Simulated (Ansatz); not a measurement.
Consider the following.

Starting cell, CdS (zinc blende):

```
CELL_PARAMETERS angstrom
      0.00000     5.92710     5.92710
      2.96355     2.96355     5.92710
      2.96355     2.96355     0.00000
ATOMIC_POSITIONS crystal
  S  0.00000 0.75000 0.75000
  S  0.50000 0.75000 0.75000
  Cd 0.00000 0.00000 0.00000
  Cd 0.50000 0.00000 0.00000
```

A phonon eigenvector at X = (0.5, 0.5, 0.0) is frozen into this cell: atom i moves by Q times the vector below, so Q is the largest atomic displacement, in Å. The cell is held. It is one choice among 2 degenerate patterns. (q is in reciprocal vectors of the primitive cell; the cell shown is doubled to hold the pattern.)

```
atom       x       y      z
----  ------  ------  -----
S1     0.000  -1.000  0.000
S2     0.000   1.000  0.000
Cd3    0.185   0.000  0.000
Cd4   -0.185   0.000  0.000
```

These are PBE (plane waves to 420 eV, PAW, scalar-relativistic; Ansatz, an electronic-structure program) values and carry that method's errors. k mesh 10×10×10 (Γ-centred), Fermi-Dirac smearing 0.05 eV. E stands for the smeared free energy. CdS was relaxed with its symmetry unable to fall. The PAW data are Ansatz's earlier set. ΔE is measured from the undisplaced structure.

The scan covers Q from -0.180 to 0.180 Å in 13 points.

Task: Which space group does the distorted structure have?

Result: C222_1 (No. 20), lowered from F-43m.

Task: What is the energy change at Q = 0.180 Å?

Result: 280.9 meV/cell.

Task: What harmonic wavenumber does the curvature at Q = 0 give?

Result: 256 cm⁻¹.

(A displaced cell: forces are minus the slopes of the energy, force constants its curvatures, and phonons follow from these.)
